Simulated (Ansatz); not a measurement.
NaAuO2 in space group Cmcm (No. 63; Na on 4c, Au on 4c, O on 8f), LDA (plane waves, PAW; program Ansatz), all energies at zero smearing, with the estimated change up to a 700 eV cutoff added, with one set of potentials and settings (totals compare only within such a set). Cell of 8 atoms (2 Na, 2 Au, 4 O): -30880.207 eV.

```tsv
element	reference phase	E (eV/atom)
Na	Fm-3m, 1 atoms in the cell	-1466.6103
Au	Fm-3m, 1 atoms in the cell	-12864.9550
O	C2/m, 4 atoms in the cell, spin-polarised	-552.6518
```

Formation energy per atom, worked out: (-30880.207 − 2×(-1466.6103) − 2×(-12864.9550) − 4×(-552.6518))/8 = -0.809 eV/atom (-78 kJ per mol of atoms), at 0 K, without zero-point energy or fitted corrections.

The first step of the workflow began from a Materials Project structure, measured or hypothetical; the Crystallography Open Database copy checked does not list it. Its standing as an ambient phase is unchecked. The LDA relaxation kept the symmetry of its start; phonons on a q-mesh show no instability. The references are the lowest solids computed at this level, not always the standard phases (solids in place of the gases). Scalar-relativistic: spin–orbit coupling is off unless named, which matters more the heavier the elements.

Potentials: the later of the program's two PAW sets.
